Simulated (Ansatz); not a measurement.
The start is a relaxed Cu cell, doubled along one cell vector, shaken by Gaussian noise of σ = 0.08 Å a coordinate. Cell shape, volume and atoms are optimised at zero target pressure with PBEsol (plane waves to 420 eV, PAW, scalar-relativistic; Ansatz, a program for electronic structure). First-step values are on the input's coarse k-mesh.

Ansatz input (later rounds restart from its end on a renewed k-mesh):
Ansatz 0.2 input:
```yaml
crystal:
  lattice:
    - [2.51156942, 0, 0]
    - [-1.25578471, 2.1750829211, 0]
    - [0, 0, 8.2886997252]
  atoms:
    - { symbol: Cu, position: [0.3347547636, 0.6362391992, 0.1301818507] }
    - { symbol: Cu, position: [0.2928729391, 0.6566766609, 0.6161293954] }
    - { symbol: Cu, position: [0.6971166396, 0.37919076, 0.3552583831] }
    - { symbol: Cu, position: [0.6493791609, 0.2860313479, 0.8748357291] }
basis: { ecutwfc: 420, ecutrho_ratio: 4, xc_grid: 2, fft_grid_basis: typed }
kpoints: { mp_grid: { grid: [15, 15, 4] } }
hamiltonian:
  xc: pbesol
  dispersion: none
  pseudopotentials: { kind: paw }
scf: { occupations: { method: fermi_dirac, width: 0.05 } }
relax: { f_tol: 0.01, max_steps: 100, cell: { stress_tol: 0.02 } }
output: { forces: true, stress: true }
```

```json
{
  "largest_initial_force": "1.66 eV/Å, on Cu3 (atoms numbered as listed)",
  "energy_released": "0.04 eV/atom",
  "Shortest distances (start → end)": "The closest pairs of elements (up to four, under 3.6 Å), start → end: Cu–Cu 2.31 → 2.51 Å",
  "band_gap_at_the_end": "zero (metallic)",
  "optimiser_moves": "6"
}
```

The end point of the relaxation:

```cif
data_Cu2
_chemical_formula_sum 'Cu2'
_space_group_name_H-M_alt 'P63/mmc'
_space_group_IT_number 194
_space_group_name_Hall '-P 6c 2c'
_cell_length_a 2.51157
_cell_length_b 2.51157
_cell_length_c 4.14435
_cell_angle_alpha 90.000
_cell_angle_beta 90.000
_cell_angle_gamma 120.000
loop_
_atom_site_label
_atom_site_type_symbol
_atom_site_symmetry_multiplicity
_atom_site_Wyckoff_symbol
_atom_site_fract_x
_atom_site_fract_y
_atom_site_fract_z
_atom_site_occupancy
Cu1 Cu 2 d 0.66667 0.33333 0.25000 1
```

Final values are on a 21×21×11 k-mesh of the relaxed cell. No spin polarisation in the result.

The relaxed structure here is a generated cell of Cu: the first start was made by placing the elements on the sites of a structure type, and the end was not matched to a known phase here, so it may be hypothetical. Known forms of Cu include space group No. 225.
